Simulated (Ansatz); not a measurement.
**Is this Sr₃RuO structure a true minimum?**

It was reached by relaxing an invented guess, and it needn't be the stable form of this composition.

Theory: Ansatz, DFT PBE, scalar-relativistic, plane waves, PAW. Cutoff 420 eV; k points 8×8×2 on the computed 10-atom cell (Γ-centred); Gaussian smearing, width 0.10 eV; no spin polarisation.

The cell below (10 atoms, space group P4/nmm (No. 129)) is relaxed within its symmetry.

```yaml
crystal:
  lattice:
    - [3.70555, 0.00000, 0.00000]
    - [0.00000, 3.70555, 0.00000]
    - [0.00000, 0.00000, 18.67963]
  atoms:
    - { symbol: Sr, position: [0.00000, 0.50000, 0.78106] }
    - { symbol: Sr, position: [0.50000, 0.00000, 0.93229] }
    - { symbol: Sr, position: [0.50000, 0.00000, 0.21894] }
    - { symbol: Sr, position: [0.00000, 0.50000, 0.06771] }
    - { symbol: Sr, position: [0.50000, 0.00000, 0.39991] }
    - { symbol: Sr, position: [0.00000, 0.50000, 0.60009] }
    - { symbol: Ru, position: [0.00000, 0.50000, 0.30460] }
    - { symbol: Ru, position: [0.50000, 0.00000, 0.69540] }
    - { symbol: O, position: [0.00000, 0.50000, 0.93369] }
    - { symbol: O, position: [0.50000, 0.00000, 0.06631] }
```

For the test it was strained at random (σ = 1.5 % a component), the atoms were moved at random (σ = 0.15 Å), and all was relaxed again on a coarse 6×6×2 mesh (in the run’s order of axes) with 0.20 eV smearing, with no symmetry imposed.

Question: Does it come back?

Answer: It returns, within 1 meV/atom of the unmoved cell on that mesh and with the same symmetry when read at 0.1 Å (P2_1/m at 0.01 Å, so small strains and shifts remain). No instability shows in this cell; modes of other wave vectors, which need another repeat, aren't tested.
